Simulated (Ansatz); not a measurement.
La:
```cif
data_La4
_chemical_formula_sum 'La4'
_space_group_name_H-M_alt 'P63/mmc'
_space_group_IT_number 194
_space_group_name_Hall '-P 6c 2c'
_cell_length_a 3.76309
_cell_length_b 3.76309
_cell_length_c 11.98260
_cell_angle_alpha 90.000
_cell_angle_beta 90.000
_cell_angle_gamma 120.000
loop_
_atom_site_label
_atom_site_type_symbol
_atom_site_symmetry_multiplicity
_atom_site_Wyckoff_symbol
_atom_site_fract_x
_atom_site_fract_y
_atom_site_fract_z
_atom_site_occupancy
La1 La 2 a 0.00000 0.00000 0.00000 1
La2 La 2 c 0.33333 0.66667 0.25000 1
```

Relaxed with r²SCAN+D4.

Question: Which orbitals make up the states near the Fermi level in r²SCAN+D4 (plane waves, PAW; program Ansatz)?

Answer: Within 0.5 eV of the Fermi level: La 5d 79 %, La 4f 11 %, La 6s 6 %. Projections are on Löwdin-orthogonalised atomic valence shells; empty p or d shells of many metals are not among them.

Question: Tabulate the density of states.

Answer: States/eV per cell of 4 atoms, in 0.25 eV bins, energy from the Fermi level.

| E (eV) | total | La 5d | La 4f | La 6s |
|---|---|---|---|---|
| -3.45 | 0.00 | 0.00 | 0.00 | 0.00 |
| -3.20 | 0.09 | 0.00 | 0.00 | 0.07 |
| -2.95 | 0.23 | 0.00 | 0.00 | 0.19 |
| -2.70 | 0.33 | 0.01 | 0.00 | 0.27 |
| -2.45 | 0.45 | 0.02 | 0.00 | 0.36 |
| -2.20 | 0.60 | 0.04 | 0.00 | 0.47 |
| -1.95 | 1.62 | 0.80 | 0.01 | 0.68 |
| -1.70 | 4.76 | 3.20 | 0.05 | 1.25 |
| -1.45 | 6.42 | 4.59 | 0.10 | 1.41 |
| -1.20 | 7.69 | 6.00 | 0.20 | 1.16 |
| -0.95 | 6.66 | 5.39 | 0.21 | 0.79 |
| -0.70 | 6.65 | 5.58 | 0.27 | 0.54 |
| -0.45 | 5.49 | 4.64 | 0.30 | 0.33 |
| -0.20 | 5.02 | 4.18 | 0.39 | 0.24 |
| 0.05 | 6.75 | 5.32 | 0.69 | 0.42 |
| 0.30 | 5.94 | 4.35 | 0.91 | 0.44 |
| 0.55 | 5.97 | 4.26 | 1.11 | 0.35 |
| 0.80 | 7.33 | 4.91 | 1.63 | 0.46 |
| 1.05 | 8.09 | 5.11 | 2.06 | 0.48 |
| 1.30 | 7.15 | 3.96 | 2.41 | 0.46 |

Space group P6_3/mmc (dhcp (α-La type)). The cell was relaxed with r²SCAN+D4 under the symmetry of its start. The pairwise dispersion correction was not fitted to metals. Scalar-relativistic: spin–orbit coupling is off unless named, which matters more the heavier the elements.

Potentials: the later of the program's two PAW sets.
